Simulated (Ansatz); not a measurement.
The calculation used DFT PBE, scalar-relativistic, plane waves, PAW (Ansatz 0.2.0). All cells share a 420 eV cutoff and Γ-centred k meshes spaced at most about 0.3 Å⁻¹ (about 0.25 or finer for metals, 2π included). Collinear spin in cells that started with moments and kept them past the coarse steps, no spin elsewhere.

All energies are static (0 K, no zero-point motion).

Two relaxed structures of ScF₅:

1. (site moments F 0.5 (×4) μB)

```yaml
crystal:
  lattice:
    - [0.00000, 3.09504, 3.09504]
    - [3.09504, 0.00000, 3.09504]
    - [3.09504, 3.09504, 0.00000]
  atoms:
    - { symbol: Sc, position: [0.50000, 0.50000, 0.50000] }
    - { symbol: F, position: [0.12608, 0.62175, 0.12608] }
    - { symbol: F, position: [0.12608, 0.12608, 0.62175] }
    - { symbol: F, position: [0.62175, 0.12608, 0.12608] }
    - { symbol: F, position: [0.12608, 0.12608, 0.12608] }
    - { symbol: F, position: [0.75000, 0.75000, 0.75000] }
```

2. (site moments F 0.9 (×2) μB)

```yaml
crystal:
  lattice:
    - [5.99277, 0.00000, 0.00000]
    - [-2.99639, 5.18989, 0.00000]
    - [0.00000, 0.00000, 2.98338]
  atoms:
    - { symbol: Sc, position: [0.00000, 0.00000, 0.50000] }
    - { symbol: F, position: [0.66667, 0.33333, 0.50000] }
    - { symbol: F, position: [0.33333, 0.66667, 0.50000] }
    - { symbol: F, position: [0.23840, 0.00000, 0.00000] }
    - { symbol: F, position: [0.76160, 0.76160, 0.00000] }
    - { symbol: F, position: [0.00000, 0.23840, 0.00000] }
```

Problem. Which form is favoured at zero pressure, and by what margin per atom?

Solution. Cell 2 is lower, by 0.43 eV/atom. Cell 1 has space group F-43m (No. 216), 9.9 Å³/atom and no gap on its mesh; cell 2 has space group P-62m (No. 189), 15.5 Å³/atom and no gap. Counting F atoms around Sc (those within 1.25 times the shortest such distance or 1.15 times the sum of covalent radii), cell 1 has Sc 16 and cell 2 has Sc 6. In cell 1, Sc is surrounded by 16 F at 2.56–2.68 Å; F on a site of symmetry 3m is surrounded by 6 F at 2.17–2.21 Å, 3 Sc at 2.56 Å and 3 F at 2.57 Å; F on a site of symmetry -43m has 12 F at 2.57 Å and 4 Sc at 2.68 Å. In cell 2, Sc is surrounded by 6 F at 2.07 Å, 2 Sc at 2.98 Å and 6 F at 3.46 Å; F on a site of symmetry -6 has 6 F at 2.77 Å, 2 F at 2.98 Å, 3 Sc at 3.46 Å and 3 F at 3.46 Å (long contacts); around F on a site of symmetry m2m lie 2 Sc at 2.07 Å, 2 F at 2.47 Å and 4 F at 2.77 Å. Both come from invented guesses. A third cell relaxed alike, in P6/mmm, lies 138 meV/atom below the lower of the two.

No dispersion correction is applied, so the spacing and binding between layers, chains or molecules are poorly described (P-62m), and this can change margins and order among such cells. The magnetic state reached may not be the lowest. Cells relaxed within their symmetry can be saddle points. Some types were kept out of the candidates beforehand, so the set may lack a known form.
